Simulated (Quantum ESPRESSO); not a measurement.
```
NH4Br
1.0
    4.00010     0.00000     0.00000
    0.00000     4.00010     0.00000
    0.00000     0.00000     4.00010
H N Br
4 1 1
Direct
  0.14921   0.14921   0.85079
  0.14921   0.85079   0.14921
  0.85079   0.85079   0.85079
  0.85079   0.14921   0.14921
  0.00000   0.00000   0.00000
  0.50000   0.50000   0.50000
```

The geometry is that of Materials Project entry mp-36248, symmetrised and not relaxed again.

Task: What does LDA (Quantum ESPRESSO, PseudoDojo norm-conserving, 84 Ry, without SOC) give for the electronic structure near the Fermi level?

Result: The LDA gap is indirect, 3.94 eV, from M to Γ; the smallest direct gap is 4.02 eV. Spin-orbit splittings are left out.
